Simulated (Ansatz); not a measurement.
Relaxed-ion elastic tensor of ReC (rock salt, Fm-3m) in GPa (Voigt order), PBEsol in the plane-wave PAW code Ansatz; density 16.43 g/cm³, 10.01 Å³ per atom.

```
  685    254    254    0.0    0.0    0.0
  254    685    254    0.0    0.0    0.0
  254    254    685    0.0    0.0    0.0
  0.0    0.0    0.0  -74.5    0.0    0.0
  0.0    0.0    0.0    0.0  -74.5    0.0
  0.0    0.0    0.0    0.0    0.0  -74.5
```

Q: Is the crystal mechanically stable?

A: No: the smallest eigenvalue of C is -74.5 GPa.

The start of the workflow was typed in or built on a structure type; neither database checked (COD, Materials Project) lists it. Whether it is the stable phase at ambient conditions was not checked. The PBEsol relaxation kept the symmetry of its start. At this level the phase is mechanically unstable. The run is not spin-polarised. Its formation energy is positive at this level, so the cell may be metastable or incomplete. As this level gives no gap, shear constants depend on the k-mesh and smearing (Fermi–Dirac, 0.1 eV here). On the denser mesh and wider smearing of the elastic run this cell carries a stress of 0.4 GPa. Scalar-relativistic: spin–orbit coupling is off unless named, which matters more the heavier the elements.

Potentials: the later of the program's two PAW sets.
